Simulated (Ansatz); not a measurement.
AuBr in space group I4_1/amd (No. 141; Au on 8c, Br on 8e), the program Ansatz at the r²SCAN level (PAW). The conduction-band minimum lies at Γ, with 1 equivalent valley. Second derivatives d²E/dk² of the lowest band at one valley (eV·Å²), along Cartesian directions:

```csv
direction,d²E/dk²
[100],2.669
[010],2.669
[001],22.97
[110],2.672
[101],12.82
[011],12.82
```

### Question
Find the principal effective masses, the density-of-states mass and the conductivity mass.

### Answer
Off-diagonal terms follow from H_xy = H[110] − (H_xx + H_yy)/2, and m*/mₑ = 7.620 eV·Å² over each eigenvalue: 0.33, 2.9, 2.9. One valley's DOS mass (m₁m₂m₃)^(1/3) = 1.4, conductivity mass 3/(Σ 1/mᵢ) = 0.81 mₑ.

### Question
What effective density of states Nc follows at 300 K for parabolic valleys?

### Answer
Nc = 2.509e19 × 1 × (1.4)^(3/2) ≈ 4.2e19 cm⁻³.

The workflow started from an entry of the Crystallography Open Database (COD), which files this formula under 2 space groups. Its standing as an ambient phase is unchecked. Symmetry was held in the r²SCAN relaxation; its stability against distortions is not shown here. Spin–orbit coupling is left out wherever it is not named.

Potentials: the later of the program's two PAW sets.

Edges and masses are those of Kohn–Sham bands, whose gap is no quasiparticle gap.
